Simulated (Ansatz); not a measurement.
BiAu2 (cubic Laves (MgCu2 type), Fd-3m) under volume change, r²SCAN (plane waves, PAW; program Ansatz), scaled uniformly.

| V (Å³/atom) | E − E(relaxed) (meV/atom) | P (GPa) |
|---|---|---|
| 19.600 | 73.9 | 13.50 |
| 20.246 | 30.7 | 8.12 |
| 20.892 | 7.2 | 3.67 |
| 21.539 | 0.0 | 0.00 |
| 22.185 | 6.3 | -3.02 |
| 22.831 | 23.6 | -5.49 |
| 23.477 | 50.0 | -7.52 |

Problem. What does a third-order Birch–Murnaghan fit give for V₀, B₀ and B′?

Solution. V₀ = 21.54 Å³/atom, B₀ = 111 GPa, B′ = 5.5.

The workflow started from an entry of the Crystallography Open Database (COD). Its standing as an ambient phase is unchecked. The r²SCAN relaxation kept the symmetry of its start; its stability against distortions is not shown here. Scalar-relativistic: spin–orbit coupling is off unless named, which matters more the heavier the elements.

Potentials: the later of the program's two PAW sets.
